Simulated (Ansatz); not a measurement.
# AlN (zinc blende), frozen-phonon scan

AlN (zinc blende)

```
CELL_PARAMETERS angstrom
      0.00000     4.40321     4.40321
      2.20161     2.20161     4.40321
      2.20161     2.20161     0.00000
ATOMIC_POSITIONS crystal
  N  0.00000 0.75000 0.75000
  N  0.50000 0.75000 0.75000
  Al 0.00000 0.00000 0.00000
  Al 0.50000 0.00000 0.00000
```

The atoms are displaced by Q × the pattern below (from a DFPT mode at X = (0.5, 0.5, 0.0), largest move 1; Q in Å), at fixed cell. It is one choice among 2 degenerate patterns. (q is in reciprocal vectors of the primitive cell; the cell shown is doubled to hold the pattern.)

```tsv
atom	x	y	z
N1	0.000	1.000	0.000
N2	0.000	-1.000	0.000
Al3	-0.344	0.000	0.000
Al4	0.344	0.000	0.000
```

Calculation: PBE (plane waves to 420 eV, PAW, scalar-relativistic; Ansatz, an electronic-structure program). k mesh 13×13×13 (Γ-centred), Fermi-Dirac smearing 0.05 eV. The energy includes the smearing's −TS. Compression counts positive. AlN was relaxed with its symmetry unable to fall. ΔE is measured from the undisplaced structure.

| Q (Å) | ΔE (meV/cell) | P (GPa) | −dE/dQ from forces (eV/Å) |
|---|---|---|---|
| -0.180 | 845 | 8.2 | 9.493 |
| -0.150 | 585 | 5.7 | 7.858 |
| -0.120 | 373 | 3.7 | 6.251 |
| -0.090 | 209 | 2.1 | 4.667 |
| -0.060 | 93 | 0.9 | 3.101 |
| -0.030 | 23 | 0.2 | 1.547 |
| 0.000 | 0 | 0.0 | 0.000 |
| 0.030 | 23 | 0.2 | -1.547 |
| 0.060 | 93 | 0.9 | -3.101 |
| 0.090 | 209 | 2.1 | -4.667 |
| 0.120 | 373 | 3.7 | -6.251 |
| 0.150 | 585 | 5.7 | -7.858 |
| 0.180 | 845 | 8.2 | -9.493 |

Derived quantities:

The energy at Q = 0.180 Å is 845 meV/cell. Space group of the distorted cell: C222_1 (No. 20), lowered from F-43m. Symmetry of the curve: even: the same for both signs. Shape of the curve: a single well with its minimum at or next to zero displacement. Harmonic wavenumber from the curvature (finite differences): 638 cm⁻¹. Wavenumber by perturbation theory (DFPT, on another k mesh): 638 cm⁻¹.

The 13 points together took around 4 core-minutes (rough).

(A displaced cell: forces are minus the slopes of the energy, force constants its curvatures, and phonons follow from these.)
